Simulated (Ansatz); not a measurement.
Relaxed-ion elastic tensor of LiIn in space group Fd-3m (No. 227; In on 8a, Li on 8b) in GPa (Voigt order), the program Ansatz at the PBEsol level (PAW); density 5.19 g/cm³, 19.48 Å³ per atom.

```
42.9  36.1  36.1   0.0   0.0   0.0
36.1  42.9  36.1   0.0   0.0   0.0
36.1  36.1  42.9   0.0   0.0   0.0
 0.0   0.0   0.0  30.6   0.0   0.0
 0.0   0.0   0.0   0.0  30.6   0.0
 0.0   0.0   0.0   0.0   0.0  30.6
```

Task: Is the crystal mechanically stable?

Result: Yes: the smallest eigenvalue of C is 6.8 GPa.

Task: Work out the Voigt, Reuss and Hill averages.

Result: K_V = 38.3, K_R = 38.3, K_H = 38.3; G_V = 19.7, G_R = 7.3, G_H = 13.5 GPa.

Task: Give Young's modulus, Poisson's ratio, Pugh's ratio and the universal anisotropy index.

Result: E = 9KG/(3K + G) = 36.2 GPa; ν = 0.34; K/G = 2.84 (ductile by the Pugh limit of 1.75); A_U = 5G_V/G_R + K_V/K_R − 6 = 8.51.

Task: Estimate the sound speeds and the Debye temperature.

Result: v_l = √((K + 4G/3)/ρ) = 3290 m/s, v_t = √(G/ρ) = 1610 m/s, mean 1810 m/s; Θ = (h/k)(3n/4πV)^(1/3) v_m = 200 K.

Task: Give the Zener ratio and Young's modulus along [100], [110] and [111].

Result: A = 2C44/(C11 − C12) = 8.98; 1/E = S11 − 2(S11 − S12 − S44/2)Γ with Γ = 0, 1/4, 1/3 gives 9.9, 28.1, 72.4 GPa.

Task: Solve the Christoffel equation for the three sound speeds along [100], [110], [111].

Result: Eigenvalues of C_ijkl n_j n_l equal ρv². In km/s, slowest first: [100] 2.43, 2.43, 2.87; [110] 0.81, 2.43, 3.67; [111] 1.55, 1.55, 3.90.

The workflow started from an entry of the Crystallography Open Database (COD). Whether it is the stable phase at ambient conditions was not checked. Symmetry was held in the PBEsol relaxation; of distortions, only those at the zone centre were tested. As this level gives no gap, shear constants depend on the k-mesh and smearing (Fermi–Dirac, 0.1 eV here).

Potentials: the later of the program's two PAW sets.
